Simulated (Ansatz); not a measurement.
Input:

C (graphite type, space group P6_3/mmc)

```
C
1.0
    2.45522     0.00000     0.00000
   -1.22761     2.12628     0.00000
    0.00000     0.00000     6.67049
C
4
Direct
  0.00000   0.00000   0.25000
  0.00000   0.00000   0.75000
  0.33333   0.66667   0.25000
  0.66667   0.33333   0.75000
```

The volume is varied about the relaxed value V₀ at fixed cell shape. Symmetry pins the atoms to their sites.

The numbers are results of r2SCAN+rVV10 (plane waves to 500 eV, PAW, scalar-relativistic; Ansatz, a quantum-chemistry and plane-wave program), not measurements. k mesh 15×15×5 (Γ-centred), Fermi-Dirac smearing 0.05 eV. E stands for the smeared free energy. Stress and pressure are positive under compression. With the shape held, the modulus is that of even scaling; a crystal free to change shape is softer. C was relaxed with its symmetry unable to fall. The PAW data are Ansatz's earlier set. The zero of ΔE is the relaxed starting cell.

The scan covers V/V₀ from 0.840 to 1.160 in 11 points.

Question: What is the fitted pressure derivative B₀′?

Answer: 3.5.

Question: What bulk modulus at fixed cell shape B₀ follows from a third-order Birch-Murnaghan fit?

Answer: 291 GPa.

(Under strain, the slope of the energy per volume gives the stress and its curvature an elastic modulus.)
